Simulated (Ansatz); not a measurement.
# Slab of bcc Nb (110), 7 layers

The slab is cut from the bcc crystal, the stable phase, as relaxed on PAW files (18.16 Å³/atom), with 16 Å of vacuum and a dipole correction:

```
Nb
1.0
     2.86794    0.00000    0.00000
    -0.95598    2.70392    0.00000
     0.00000    0.00000   30.05000
Nb
7
Direct
  0.00000 0.00000 0.26622
  0.50000 0.50000 0.34415
  0.00000 0.00000 0.42207
  0.50000 0.50000 0.50000
  0.00000 0.00000 0.57793
  0.50000 0.50000 0.65585
  0.00000 0.00000 0.73378
```

Level of theory: DFT with PBE, scalar-relativistic, in Ansatz 0.2.0; a Γ-centred 13×13×1 k mesh, Fermi–Dirac smearing of 0.08 eV, no spin polarisation. LAPW: all electrons, basis error target 1 meV/atom; PAW: frozen-core files, cutoff 420 eV.

The bulk energy comes from a cell in the slab's orientation on a 13×13×8 mesh. The surface energy is (E(slab) − N·E(bulk))/2A at zero smearing, the mean of both faces; thin slabs carry quantum-size effects.

Q: As cut, the LAPW slab lies 2.067 eV above 7 atoms of bulk. What surface energy is that?

A: Over two faces of 7.75 Å² it is 133.3 meV/Å², and times 16.02 J/m² per eV/Å² that gives γ = 2.136 J/m².

| method | γ as cut (J/m²) | γ relaxed (J/m²) | Φ as cut (eV) | Φ relaxed (eV) |
| --- | --- | --- | --- | --- |
| LAPW | 2.136 | ? | 4.54 | 4.50 |

Q: Give the missing entry: row "LAPW", column "γ relaxed (J/m²)".

A: 2.092.

Q: How do the spacings between the planes relax (positions relaxed on PAW files)?

A: From the bottom face up: d12 -4.4 % of 2.342 Å, d23 +0.4 % of 2.342 Å, d34 -0.5 % of 2.342 Å, d45 -0.5 % of 2.342 Å, d56 +0.4 % of 2.342 Å, d67 -4.4 % of 2.342 Å.

Q: A field of 0.2 V/Å is applied along the normal, atoms held. What follows?

A: LAPW finds an induced dipole of 0.1555 e·Å a cell (PAW 0.1555), that is 18.14 Å for 4πα over the area, against 13.84 Å between the outer atoms.

Q: A 3d core hole is made on one atom of each kind in every 1×1 cell (PAW hole dataset, neutral cell, valence without spin). What does it cost by layer?

A: layer 1 201.70 eV, layer 2 201.51 eV, layer 3 201.46 eV, layer 4 201.41 eV. Shifts between layers mean more than the absolute values, and a whole layer of holes screens otherwise than one hole.
